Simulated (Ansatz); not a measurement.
SiSn:
```
SiSn
1.0
    3.86874     0.00000     0.00000
   -1.93437     3.35042     0.00000
    0.00000     0.00000     3.56444
Sn Si
1 1
Direct
  0.00000   0.00000   0.00000
  0.66667   0.33333   0.50000
```

Relaxed with PBE. Special points in fractions of this cell's reciprocal vectors: Γ (0.000, 0.000, 0.000); M (0.500, 0.000, 0.000); K (0.333, 0.333, 0.000); A (0.000, 0.000, 0.500); L (0.500, 0.000, 0.500); H (0.333, 0.333, 0.500).

### Question
List the band energies nearest the Fermi level at these points for the program Ansatz at the PBE level (PAW).

### Answer
In eV from the Fermi level; about four levels below and three above (degenerate sets whole), none deeper than 8.9 eV; points with the same levels are listed once.

| k | below | above |
|---|---|---|
| Γ | -0.60 -0.38 | 0.16 0.16 3.56 3.56 |
| M | -7.37 -1.81 | 0.44 1.58 3.99 |
| K | -8.00 -7.90 -4.41 | 2.24 3.51 4.44 |
| A | -8.61 -8.53 | 2.08 2.08 3.64 3.64 |
| L | -6.43 -6.11 -4.03 -4.00 | 0.98 1.55 3.31 |
| H | -4.07 -4.02 -1.32 -1.31 | 7.39 8.85 9.02 |

Space group P-6m2. The cell is a constructed one: a structure type filled with these elements; neither database checked (COD, Materials Project) lists it. Its standing as an ambient phase is unchecked. The cell keeps a stress of up to 0.3 GPa. The cell was relaxed with PBE under the symmetry of its start; whether a distortion lowers the energy is not shown. Spin–orbit coupling is left out wherever it is not named.

Potentials: the later of the program's two PAW sets.
